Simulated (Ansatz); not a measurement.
Consider the following.

GaP:
```cif
data_GaP
_chemical_formula_sum 'Ga1 P1'
_space_group_name_H-M_alt 'P 1'
_space_group_IT_number 1
_cell_length_a 3.61958
_cell_length_b 3.61958
_cell_length_c 3.61958
_cell_angle_alpha 60.000
_cell_angle_beta 60.000
_cell_angle_gamma 60.000
loop_
_space_group_symop_operation_xyz
  'x, y, z'
loop_
_atom_site_label
_atom_site_type_symbol
_atom_site_fract_x
_atom_site_fract_y
_atom_site_fract_z
_atom_site_occupancy
Ga1 Ga 0.00000 0.00000 0.00000 1
P1 P 0.50000 0.50000 0.50000 1
```

This is the r²SCAN-relaxed structure.

### Question
All from r²SCAN in the plane-wave PAW code Ansatz, unless another level is named. Give the electronic character.

### Answer
metallic (no gap).

### Question
What about the formation energy from the elements (no fitted shifts)?

### Answer
-0.031 eV/atom.

### Question
Next, the density of states at the Fermi level?

### Answer
0.55 states/eV per atom (mean over ±0.08 eV).

### Question
Predict the gap with spin–orbit coupling.

### Answer
none (metallic).

Space group Fm-3m (rock salt). The start of the workflow was typed in or built on a structure type; neither database checked (COD, Materials Project) lists it. It is not the phase usual at ambient conditions (space group No. 216). The r²SCAN relaxation kept the symmetry of its start; whether a distortion lowers the energy is not shown. The references are the lowest solids computed at this level, not always the standard phases. Scalar-relativistic: spin–orbit coupling is off unless named, which matters more the heavier the elements.

Potentials: the earlier of the program's two PAW sets.
